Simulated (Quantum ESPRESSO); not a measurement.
For atom 5 (O) of Al$_{2}$O$_{3}$ in R-3c, the PAW reconstruction of the field gradient on a scalar-relativistic PBE ground state (a modified build of Quantum ESPRESSO, JTH datasets) gives this field-gradient tensor in Cartesian axes (atomic units, 1 a.u. = 9.7174×10²¹ V/m²):

```
 0.0971   0.0000   0.0000
 0.0000  -0.0654  -0.3416
 0.0000  -0.3416  -0.0317
```

The cell was made here from an entry of the Crystallography Open Database (unchecked): atoms relaxed with PBE in the measured cell (PBE without dispersion, pw.x of Quantum ESPRESSO, symmetry kept).  Stability against distortions was not tested.  Cores are frozen. Against all-electron runs on small test molecules, this scheme's |Vzz| missed by −7 % on Al, −2 to +6 % on O.

### Question
Find the principal values, η_Q, |C_Q|, ν_Q and P_Q for ¹⁷O (I = 5/2, |Q| = 0.0256 barn), and the second-order MAS shift at 11.7 T.

### Answer
Eigenvalues (principal values) by size: Vxx = 0.0971, Vyy = 0.2935, Vzz = -0.3906 a.u. (they sum to zero).
η_Q = (Vxx − Vyy)/Vzz = 0.50.
|C_Q| = 234.96 MHz × |Q|/barn × |Vzz|/a.u. = 234.96 × 0.0256 × 0.3906 = 2.35 MHz.
Quadrupole frequency ν_Q = 3C_Q/[2I(2I − 1)] = 0.352 MHz, and P_Q = C_Q(1 + η²/3)^½ = 2.45 MHz.
At 11.7 T the Larmor frequency is ν0 = 67.6 MHz, and the second-order shift of the central transition's centre of gravity under MAS is −(3/40)(P_Q/ν0)²[I(I + 1) − 3/4]/[I²(2I − 1)²] × 10⁶ = -7.9 ppm.
